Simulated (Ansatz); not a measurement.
input.yaml (Ansatz 0.2.0):

```yaml
crystal:
  lattice:
    - [-2.3354837712, 2.3354837712, 9.1310402444]
    - [2.3354837712, -2.3354837712, 9.1310402444]
    - [2.3354837712, 2.3354837712, -9.1310402444]
  atoms:
    - { symbol: La, position: [0.5, 0.0, 0.5] }
    - { symbol: La, position: [0.0, 0.5, 0.5] }
    - { symbol: La, position: [0.3203, 0.3203, 0.0] }
    - { symbol: La, position: [0.6797, 0.6797, 0.0] }
    - { symbol: Sb, position: [0.1377, 0.1377, 0.0] }
    - { symbol: Sb, position: [0.8623, 0.8623, 0.0] }
basis:
  ecutwfc: 420
  ecutrho_ratio: 4
kpoints:
  mp_grid: { grid: [8, 8, 8] }
hamiltonian:
  xc: pbesol
scf:
  occupations: { method: gaussian, width: 0.05 }
output:
  forces: true
  stress: true
  eigenvalues: true
relax:
  f_tol: 0.01
  max_steps: 60
  cell: { stress_tol: 0.04 }
```

Launched as:
```sh
ansatz run input.yaml --threads 4 --pin off --max-ram 8192MiB --backend cpu --events-out ev --progress --plain --runs-dir out
```

The chain of runs began from a cell as deposited in COD, expanded in volume.

**Question.** Predict the main results.

**Answer.** Final volume 31.37 Å³/atom, energy lowered by 17.5 meV/atom, pressure 0.0 GPa, gap on the mesh zero (metallic) (PBEsol, scalar-relativistic).

What the program printed, in part:

```
Pseudopotentials: kind: paw
Pseudopotential: La, paw, valence charge 11, recommended cutoff 420 eV (normal), La.paw.azcp
Pseudopotential: Sb, paw, valence charge 15, recommended cutoff 420 eV (normal), Sb.paw.azcp
Crystal: 6 atoms, lattice volume = 199.220 Å³
Basis set: ecut = 420 eV, 3911 PW (Γ), FFT grids on a1+a3, a2+a3, a3, exchange–correlation on 64×64×144 points (8 copies of the dense FFT grid, shifted against one another)
Bands: 45, of which v1, the nominal top of the filled ones, is band 37 counted from 1 (36 counted from 0)
Symmetry: 16 space group operations
Space group: I4/mmm (ITA 139), of the structure as read, at distance tolerance 5.8e-5 Å
k-points: 59 of 512
Initial density: superposition of atomic densities (neutral atoms: chi_scale 0, normalization atom), corrected by the library's trained network
Initial wavefunctions: pseudopotential atomic-orbital guess
Functional: x = pbesol(κ = 0.804, μ = 0.12346), c = pbesol(β = 0.046)
```

```
SCF iter   1: F=—  HF=-37466.761858 eV  |F-HF|=—  |Δ(HF+E_count)|=         —  Δρ=4.35e-3  dr2=1.64e-1
SCF iter   2: F=—  HF=-37466.744471 eV  |F-HF|=—  |Δ(HF+E_count)|=   1.74e-2  Δρ=2.28e-3  dr2=2.18e-2
SCF iter   3: F=—  HF=-37466.741046 eV  |F-HF|=—  |Δ(HF+E_count)|=   3.43e-3  Δρ=1.27e-3  dr2=7.55e-3
SCF iter   4: F=—  HF=-37466.739622 eV  |F-HF|=—  |Δ(HF+E_count)|=   1.42e-3  Δρ=2.69e-4  dr2=2.86e-4
SCF iter   5: F=—  HF=-37466.739595 eV  |F-HF|=—  |Δ(HF+E_count)|=   2.76e-5  Δρ=1.02e-4  dr2=4.43e-5
SCF iter   6: F=—  HF=-37466.739712 eV  |F-HF|=—  |Δ(HF+E_count)|=   1.17e-4  Δρ=2.36e-5  dr2=2.83e-6
SCF iter   7: F=—  HF=-37466.739712 eV  |F-HF|=—  |Δ(HF+E_count)|=   2.88e-7  Δρ=6.96e-6  dr2=2.30e-7
SCF iter   8: F=-37466.739712 eV  HF=-37466.739712 eV  |F-HF|=6.05e-9  |Δ(HF+E_count)|=   9.02e-9  Δρ=2.20e-6  dr2=1.38e-8
SCF 1 converged in 8 iterations: F = -37466.739712 eV  dr2 = 1.38e-8
relax step   1: F+E_penalty+E_count = -37466.73971167 eV  Δ(F+E_penalty+E_count) = +0.000e0 eV  max|allowed force component| = 9.584e-2 eV/Å  Δτ_max = 0.0000 Å  P = -2.883 GPa  Ω = 199.220 Å³  (8 SCF iters, dr2 threshold 1.00e-7 eV, accepted)
...
SCF 2 converged in 7 iterations: F = -37466.822410 eV  dr2 = 2.43e-7
SCF 3 converged in 6 iterations: F = -37466.845490 eV  dr2 = 1.33e-7
SCF 4 converged in 6 iterations: F = -37466.845607 eV  dr2 = 1.32e-8
SCF 5 converged in 6 iterations: F = -37466.845709 eV  dr2 = 8.17e-9
...
SCF iter   3: F=—  HF=-37466.844811 eV  |F-HF|=—  |Δ(HF+E_count)|=   1.33e-7  Δρ=9.47e-7  dr2=1.85e-9
SCF iter   4: F=—  HF=-37466.844811 eV  |F-HF|=—  |Δ(HF+E_count)|=  3.06e-10  Δρ=4.04e-7  dr2=4.83e-10
SCF iter   5: F=-37466.844811 eV  HF=-37466.844811 eV  |F-HF|=2.18e-11  |Δ(HF+E_count)|=  1.02e-10  Δρ=7.58e-8  dr2=2.34e-11
SCF 6 converged in 5 iterations: F = -37466.844811 eV  dr2 = 2.34e-11
```

```
SCF converged after 5 iterations
Free energy (F): -37466.844811 eV
E sigma→0 (E₀):  -37466.838236 eV
Entropy (-TS):   -0.013150 eV (-2.192 meV/atom)
Fermi energy:    11.848527 eV
--- Per-component energies (eV) ---
  E_band       = -407.077634
  E_kinetic    = 1194.045573
  E_local      = -4563.596971  (includes V_loc(G=0)·N_el)
  E_nonlocal   = 1117.697300
  E_hartree    = 1943.379051
  E_xc         = -832.398968
  E_vxc        = -787.791634  (∫ρ·V_xc dr)
  E_paw        = -30317.473837  (= ΣΔE_a)
  E_vpaw       = -1254.189858  (= ΣTr[D̂ρ^β])
  E_aug_tail   = -0.000005  (compensation charges beyond the density's cutoff)
  E_ewald      = -6009.825557
  E_core_change = 1.341752  (= ΣΔE_core)
  E_smearing   = -0.013150  (= −TS)
--- Forces (eV/Å), atoms counted from 1 ---
  atom   1  La     0.00000000     0.00000000     0.00000000
  atom   2  La     0.00000000     0.00000000     0.00000000
  atom   3  La     0.00000000     0.00000000    -0.00076243
  atom   4  La     0.00000000     0.00000000     0.00076243
  atom   5  Sb     0.00000000     0.00000000     0.00041008
  atom   6  Sb     0.00000000     0.00000000    -0.00041008
--- Stress (GPa, compression-positive) ---
        0.003336       0.000000       0.000000
        0.000000       0.003336       0.000000
        0.000000       0.000000      -0.002758
  P = ⅓ Tr σ = 0.0013 GPa (0.013 kbar)
--- Relaxed structure (5 steps of the walk, 5 accepted, 1 SCFs on fresh bases) ---
  F+E_penalty+E_count = -37466.84481071 eV   max|allowed force component| = 7.624e-4 eV/Å   (the final SCF, on the basis selected at the relaxed cell)
  cell:  # Å, volume = 188.2361 Å³
    - [-2.28705, 2.28705, 8.99691]
    - [2.28705, -2.28705, 8.99691]
    - [2.28705, 2.28705, -8.99691]
  atoms:
    - { symbol: La, position: [0.5, 0.00000, 0.5] }
    - { symbol: La, position: [0.00000, 0.5, 0.5] }
    - { symbol: La, position: [0.32087, 0.32087, 0.00000] }
    - { symbol: La, position: [0.67913, 0.67913, 0.00000] }
    - { symbol: Sb, position: [0.13762, 0.13762, 0.00000] }
    - { symbol: Sb, position: [0.86238, 0.86238, 0.00000] }
```

Run time: 71 s on 4 threads of Intel(R) Xeon(R) Platinum 8259CL CPU @ 2.50GHz (Skylake/Cascade Lake), with other jobs on the host, peak memory 0.94 GiB.

Scalar-relativistic only: spin–orbit splittings of the heavy atoms' levels are missing.
